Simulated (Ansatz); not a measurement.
The relaxed structure here is a generated cell of Si: the first start was made by placing the elements on the sites of a structure type, and the end was not matched to a known phase here, so it may be hypothetical. Known forms of Si include space group No. 227.

The end point of a relaxation of Si. Space group P4₃2₁2 (No. 96), AFLOW prototype A_tP12_96_ab (as in Si). Computed with r2SCAN (plane waves to 500 eV, PAW, scalar-relativistic; Ansatz, a first-principles code).

```xyz
12
Lattice="5.6713 0.0000 0.0000 0.0000 5.6713 0.0000 0.0000 0.0000 6.8492" Properties=species:S:1:pos:R:3 pbc="T T T"
Si     0.4482     0.4482     0.0000
Si     3.2839     2.3874     1.7123
Si     2.3874     3.2839     5.1369
Si     5.2231     5.2231     3.4246
Si     0.9343     2.1178     1.6177
Si     3.7700     0.7179     0.0946
Si     1.9013     4.9534     3.5192
Si     4.7370     3.5535     5.0423
Si     3.5535     4.7370     1.8069
Si     0.7179     3.7700     6.7546
Si     4.9534     1.9013     3.3300
Si     2.1178     0.9343     5.2315
```

For Si, the volume per atom comes out as 18.36 Å³. The density comes out as 2.54 g/cm³ and the band gap is 1.47 eV, indirect (valence top at k = (0.2, 0.4, 0), conduction bottom at Z) (no spin-orbit coupling). The smallest direct gap comes out as 1.64 eV at Γ, the shortest distances comes out as Si–Si 2.37 Å and the k-mesh is 5×5×4.

Band energies at high-symmetry points (eV from the VBM; labels of this space group; no spin-orbit coupling), from −5 eV up to 3.5 eV:

```tsv
point	energies
Γ	-4.29 -4.03 -3.82 -3.82 -3.40 -2.77 -2.65 -2.65 -1.97 -0.95 -0.90 -0.90 -0.13 1.51 1.96 1.96 2.50
X	-4.26 -4.26 -3.86 -3.86 -3.07 -3.07 -2.20 -2.20 -1.76 -1.76 -0.58 -0.58 -0.15 -0.15 2.24 2.24 2.79 2.79 3.26 3.26
M	-2.08 -2.08 -1.46 -1.46 -1.24 -1.24 -1.08 -1.08 -0.68 -0.68 -0.09 -0.09 2.18 2.18 2.38 2.38 2.65 2.65 3.23 3.23
Z	-4.10 -4.10 -2.68 -2.68 -2.25 -2.25 -1.83 -1.83 -1.21 -1.21 -0.82 -0.82 1.47 1.47 1.69 1.69
R	-3.82 -3.82 -2.90 -2.90 -1.75 -1.75 -1.15 -1.15 -0.81 -0.81 -0.61 -0.61 1.82 1.82 1.98 1.98 3.04 3.04
A	-3.80 -3.80 -3.80 -3.80 -2.85 -2.85 -2.85 -2.85 -1.33 -1.33 -1.33 -1.33 -1.08 -1.08 -1.08 -1.08 1.83 1.83 1.83 1.83 2.30 2.30 2.30 2.30
```

No spin polarisation in the result.

The run could not lose the symmetry of its start, so the end can be a saddle point.
